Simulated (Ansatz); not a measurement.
The start is a generated cell, SiS2 placed in the AFLOW prototype AB2_cF48_227_c_e (as in Ti2C). The cell and all atomic positions are relaxed at zero pressure with r2SCAN (plane waves to 500 eV, PAW, scalar-relativistic; Ansatz, an electronic-structure program). The first steps use a 5×5×5 k-mesh.

Starting cell:
```
CELL_PARAMETERS angstrom
      0.00000     4.40766     4.40766
      4.40766     0.00000     4.40766
      4.40766     4.40766     0.00000
ATOMIC_POSITIONS crystal
  Si 0.62500 0.62500 0.62500
  Si 0.12500 0.62500 0.62500
  Si 0.62500 0.12500 0.62500
  Si 0.62500 0.62500 0.12500
  S  0.87000 0.87000 0.87000
  S  0.39000 0.87000 0.87000
  S  0.87000 0.39000 0.87000
  S  0.87000 0.87000 0.39000
  S  0.38000 0.38000 0.38000
  S  0.86000 0.38000 0.38000
  S  0.38000 0.86000 0.38000
  S  0.38000 0.38000 0.86000
```

* **Initial pressure**: +35.0 GPa (positive: the cell is compressed)
* **Outcome**: The space group stays Fd-3m (No. 227) (the run could not lower it); the end is AFLOW prototype AB2_cF48_227_c_e (as in Ti2C), with 12 atoms in the primitive cell
* **Volume change**: +23.1 %, from 14.27 to 17.57 Å³/atom
* **Shortest distances (start → end)**: The closest pairs of elements (up to four, under 3.6 Å), start → end: S–Si 2.16 → 2.32 Å; S–S 2.99 → 3.21 Å; Si–Si 3.12 → 3.34 Å
* **Band gap at the end**: 1.36 eV, indirect (valence top at k = (0, 0.2, -0.2), conduction bottom at Γ) (no spin-orbit coupling)
* **Optimiser moves**: 4

Final structure:

```cif
data_S32Si16
_chemical_formula_sum 'Si16 S32'
_space_group_name_H-M_alt 'Fd-3m :1'
_space_group_IT_number 227
_space_group_name_Hall 'F 4d 2 3 -1d'
_cell_length_a 9.44786
_cell_length_b 9.44786
_cell_length_c 9.44786
_cell_angle_alpha 90.000
_cell_angle_beta 90.000
_cell_angle_gamma 90.000
loop_
_atom_site_label
_atom_site_type_symbol
_atom_site_symmetry_multiplicity
_atom_site_Wyckoff_symbol
_atom_site_fract_x
_atom_site_fract_y
_atom_site_fract_z
_atom_site_occupancy
Si1 Si 16 d 0.62500 0.62500 0.62500 1
S1 S 32 e 0.37998 0.37998 0.37998 1
```
(The calculation used a cell of 12 atoms; values per cell refer to that cell.)

No spin polarisation in the result.

The run could not lose the symmetry of its start: the end is stationary, and may be a saddle point rather than a minimum.

The relaxed structure here is a generated cell of SiS2: the first start was made by placing the elements on the sites of a structure type, and the end was not matched to a known phase here, so it may be hypothetical.
